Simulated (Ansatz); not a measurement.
How Be (P6_3/mmc) stiffens under pressure

```xyz
2
Lattice="2.2634 0.0000 0.0000 -1.1317 1.9602 0.0000 0.0000 0.0000 3.5649" Properties=species:S:1:pos:R:3 pbc="T T T"
Be    0.0000    1.3068    0.8912
Be    1.1317    0.6534    2.6737
```

This is the zero-pressure cell. At each pressure cell and atoms are relaxed in this structure, and the constants are slopes of the stress at strains of ±0.005 with relaxed ions (the coefficients that govern stability under load). Level: r²SCAN, PAW on Ansatz 0.2.0's default frozen-core files (fitted under PBE), scalar-relativistic; k mesh 24×24×14, strains of ±0.005, Fermi-Dirac smearing of 0.050 eV, cutoff 500 eV. P is the pressure of the relaxed cell, less that of this one.

```tsv
P (GPa)	V/V₀	C11 (GPa)	C12 (GPa)	C13 (GPa)	C33 (GPa)	C44 (GPa)
0.00	1.0000	270.3	85.8	1.5	404.1	177.6
1.00	0.9921	275.3	89.9	2.3	412.6	179.9
2.01	0.9843	280.2	93.9	3.1	421.0	182.2
4.00	0.9699	290.0	101.8	4.6	437.4	186.5
6.99	?	?	?	?	?	?
10.00	0.9310	318.3	124.2	10.4	484.2	199.1
15.00	0.9030	341.1	141.8	15.7	520.7	208.9
```

Problem. Does the bulk modulus from the constants agree with the pressure-volume curve?

Solution. A third-order Birch-Murnaghan fit to the volumes shown (F against f, f = [(V₀/V)^(2/3) − 1]/2) gives B₀ = 124.2 GPa and B′ = 3.3. Its −V dP/dV stands beside the Reuss value 1/ΣS_ij (i, j ≤ 3):

```csv
P (GPa),from P(V),from the constants
0.00,124.2,124.2
1.00,127.5,127.5
2.01,130.9,130.8
4.00,137.3,137.3
10.00,156.2,156.3
15.00,171.4,171.7
```

Problem. What are the pressure derivatives at zero pressure?

Solution. Slopes at V₀ of quadratic fits in −ln(V/V₀) through the first four rows shown, divided by B₀: dC11/dP = 4.9, dC12/dP = 4.0, dC13/dP = 0.9, dC33/dP = 8.5, dC44/dP = 2.3. The mean slopes up to 2.0 GPa are 4.9, 4.0, 0.8, 8.4, 2.3; curvature and scatter of the constants part the two.

Problem. Fill the row at 6.99 GPa.

Solution. Cubic fits in −ln(V/V₀) through all rows shown give C11 = 304.2, C12 = 113.2, C13 = 7.4, C33 = 461.1, C44 = 192.9 GPa. Computed: V/V₀ = 0.9496, C11 (GPa) = 304.4, C12 (GPa) = 113.3, C13 (GPa) = 7.3, C33 (GPa) = 461.2, C44 (GPa) = 192.9.

Problem. Does a shear stiffness soften?

Solution. C44 goes from 177.6 to 208.9 GPa; (C11 − C12)/2 goes from 92.2 to 99.7 GPa. Neither ends more than 3 % under its start, and the lattice stays mechanically stable over this range.

Keep in mind: no other phase was computed; many crystals of this kind change structure within this range, and rows or crossings beyond such a change describe a metastable lattice; frozen-core PAW files fitted under PBE, their cores solved anew for the functional of the run; responses of metals move with mesh and smearing; elastic stability says nothing of phonons or of other phases; phonons weren't checked at these pressures.
